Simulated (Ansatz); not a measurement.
Relaxation of a generated cell, ZrPbO3 placed in the AFLOW prototype ABC3_hR10_161_a_a_b (as in LiNbO3); 10 atoms in the cell, which starts as R3c, hexagonal axes (No. 161), hR10; a = 5.674 Å, b = 5.674 Å, c = 14.983 Å, α = 90.00°, β = 90.00°, γ = 120.00°. Method: r2SCAN (plane waves to 500 eV, PAW, scalar-relativistic; Ansatz, a program for electronic structure). Γ-centred k-mesh 5×5×5 on the run's cell (coarser than for final values), Fermi–Dirac smearing 0.05 eV. This is the first round of the run. 

The optimiser's lines from the output (shortened; P is positive under compression):

```
relax step   1: F+E_penalty+E_count = -35641.26439561 eV  Δ(F+E_penalty+E_count) = +0.000e0 eV  max|allowed force component| = 3.967e0 eV/Å  Δτ_max = 0.0000 Å  P = +14.091 GPa  Ω = 139.225 Å³  (9 SCF iters, dr2 threshold 1.00e-7 eV, accepted)
relax step   2: F+E_penalty+E_count = -35646.63178077 eV  Δ(F+E_penalty+E_count) = -5.367e0 eV  max|allowed force component| = 3.920e0 eV/Å  Δτ_max = 0.1993 Å  P = +4.803 GPa  Ω = 146.840 Å³  (8 SCF iters, dr2 threshold 1.00e-6 eV, accepted)
relax step   3: F+E_penalty+E_count = -35650.80537454 eV  Δ(F+E_penalty+E_count) = -4.174e0 eV  max|allowed force component| = 2.679e0 eV/Å  Δτ_max = 0.1951 Å  P = +1.125 GPa  Ω = 150.051 Å³  (7 SCF iters, dr2 threshold 1.00e-6 eV, accepted)
relax step   4: F+E_penalty+E_count = -35653.07632496 eV  Δ(F+E_penalty+E_count) = -2.271e0 eV  max|allowed force component| = 1.116e0 eV/Å  Δτ_max = 0.1920 Å  P = +1.379 GPa  Ω = 150.685 Å³  (7 SCF iters, dr2 threshold 1.00e-6 eV, accepted)
relax step   5: F+E_penalty+E_count = -35654.43938486 eV  Δ(F+E_penalty+E_count) = -1.363e0 eV  max|allowed force component| = 5.729e-1 eV/Å  Δτ_max = 0.1939 Å  P = +2.016 GPa  Ω = 143.325 Å³  (7 SCF iters, dr2 threshold 1.00e-6 eV, accepted)
relax step   6: F+E_penalty+E_count = -35654.62356749 eV  Δ(F+E_penalty+E_count) = -1.842e-1 eV  max|allowed force component| = 8.010e-1 eV/Å  Δτ_max = 0.1689 Å  P = +3.453 GPa  Ω = 140.504 Å³  (7 SCF iters, dr2 threshold 1.00e-6 eV, accepted)
relax step   7: F+E_penalty+E_count = -35654.72670406 eV  Δ(F+E_penalty+E_count) = -1.031e-1 eV  max|allowed force component| = 5.061e-1 eV/Å  Δτ_max = 0.0988 Å  P = -0.868 GPa  Ω = 144.019 Å³  (7 SCF iters, dr2 threshold 1.00e-6 eV, accepted)
relax step   8: F+E_penalty+E_count = -35654.78076136 eV  Δ(F+E_penalty+E_count) = -5.406e-2 eV  max|allowed force component| = 8.992e-2 eV/Å  Δτ_max = 0.0743 Å  P = -0.051 GPa  Ω = 145.019 Å³  (7 SCF iters, dr2 threshold 1.00e-6 eV, accepted)
relax step   9: F+E_penalty+E_count = -35654.78579893 eV  Δ(F+E_penalty+E_count) = -5.038e-3 eV  max|allowed force component| = 4.138e-2 eV/Å  Δτ_max = 0.0203 Å  P = +0.167 GPa  Ω = 145.080 Å³  (7 SCF iters, dr2 threshold 5.05e-7 eV, accepted)
relax step  10: F+E_penalty+E_count = -35654.78687525 eV  Δ(F+E_penalty+E_count) = -1.076e-3 eV  max|allowed force component| = 1.140e-2 eV/Å  Δτ_max = 0.0176 Å  P = -0.082 GPa  Ω = 145.673 Å³  (7 SCF iters, dr2 threshold 2.30e-7 eV, accepted)
relax step  11: F+E_penalty+E_count = -35654.78694240 eV  Δ(F+E_penalty+E_count) = -6.715e-5 eV  max|allowed force component| = 9.648e-4 eV/Å  Δτ_max = 0.0039 Å  P = -0.006 GPa  Ω = 145.668 Å³  (6 SCF iters, dr2 threshold 2.84e-8 eV, accepted)
relax step  12: F+E_penalty+E_count = -35654.78972236 eV  Δ(F+E_penalty+E_count) = -2.780e-3 eV  max|allowed force component| = 1.119e-3 eV/Å  Δτ_max = 0.0000 Å  P = -0.003 GPa  Ω = 145.668 Å³  stress off target by 9.14e-3 GPa  SCF on the basis re-selected at this cell (its energy is not comparable with the rows above)  (7 SCF iters)
```

From the first to the last row the energy changes by -1.35 eV/atom and the volume by +4.6 %. The last row is marked as not comparable with the walk above it, whose basis was carried along; it does compare with step 1, since both stand on a basis selected at the nominal cutoff for their own cell.

Later rounds, restarted from the end of this one on a renewed k-mesh, logged 2 more steps and released under 1 meV/atom more. The final structure after all rounds: R3c, hexagonal axes (No. 161), hR10; a = 5.8832 Å, b = 5.8832 Å, c = 14.5791 Å, α = 90.00°, β = 90.00°, γ = 120.00°. Between re-selections the logged energies stand on a plane-wave basis carried along with the cell. No spin polarisation in the result.

The run could not lose the symmetry of its start, so the end can be a saddle point.

The relaxed structure here is a generated cell of ZrPbO3: the first start was made by placing the elements on the sites of a structure type, and the end was not matched to a known phase here, so it may be hypothetical.
